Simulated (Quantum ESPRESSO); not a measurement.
# Planted mistakes on one cell of Al8P6CSe

The results below are calculated, not measured. They come from pw.x of Quantum ESPRESSO 7.5, a plane-wave density functional program, with PseudoDojo standard norm-conserving files (v0.5 for PBE, v0.4.1 for LDA and PBEsol). The cells are made up: elements, strain and atom displacements were drawn at random, and nothing was relaxed. There is no spin polarisation, spin-orbit coupling or dispersion term.

The cell has 16 sites of a zincblende or diamond lattice (two cubes along c). Sites 1 to 8 hold Al Al Al Al Al Al Al Al; sites 9 to 16 hold P P P P P C P Se. Cell vectors in Å: (5.641, 0.000, -0.035); (0.000, 5.577, 0.048); (-0.071, 0.095, 11.076). Settings: PBE, cutoff 1170 eV, 4 x 4 x 2 k mesh shifted by half a step, Fermi-Dirac smearing of 0.025 eV.

The intended run has a self-consistency threshold of 1e-07 eV, a smearing term of 0.000 eV, a pressure of -3.95 GPa and 16 iterations. Each further run changes one thing: all lengths scaled by 0.9922; atoms of sites 5 and 15 exchanged; cutoff 588 eV; files of LDA; k mesh 2 x 2 x 2; one electron removed; smearing 0.3 eV; threshold 0.03 eV. A coarse mesh keeps the shift, and a charged cell sits in a uniform background.

| run | change of free energy (eV) | smearing term -TS (eV) | change of P (GPa) | largest change of a force component (eV/Å) | iterations |
| --- | --- | --- | --- | --- | --- |
| A | -0.161 | 0.000 | 1.53 | 0.138 | 15 |
| B | -4.945 | -0.011 | -4.03 | 0.879 | 16 |
| C | 6.154 | -0.011 | 3.19 | 1.439 | 16 |
| D | -0.161 | -0.535 | 0.03 | 0.266 | 13 |
| E | 0.011 | 0.000 | 0.14 | 0.577 | 7 |
| F | 0.176 | 0.000 | 0.08 | 0.023 | 15 |
| G | -12.609 | 0.000 | -3.26 | 0.112 | 15 |
| H | 37.732 | 0.000 | -76.29 | 0.059 | 16 |

A rerun of the intended cell at 1467 eV and k mesh 6 x 6 x 4 moved values by no more than 0.012 eV in the cell's energy, 0.02 GPa in stress and 0.004 eV/Å in force.

Question: which change belongs to which run?

## Worked reading

Run E has the fewest iterations, as a run stopped early does. Run D has the largest smearing term, as wide smearing gives. Run H has a higher energy and the largest fall in pressure, as too small a basis gives. Run A changes the volume by a factor of 0.9768; minus its pressure change over the logarithm of that factor, 65 GPa, is a rough bulk modulus with clamped atoms. Energies from files of another functional, or of a charged cell, have another zero and say nothing on stability; the pressure of a charged cell rests on the program's zero of potential too.

## Key

```
run                             change
  A       all lengths scaled by 0.9922
  B               one electron removed
  C  atoms of sites 5 and 15 exchanged
  D                    smearing 0.3 eV
  E                  threshold 0.03 eV
  F                   k mesh 2 x 2 x 2
  G                       files of LDA
  H                      cutoff 588 eV
```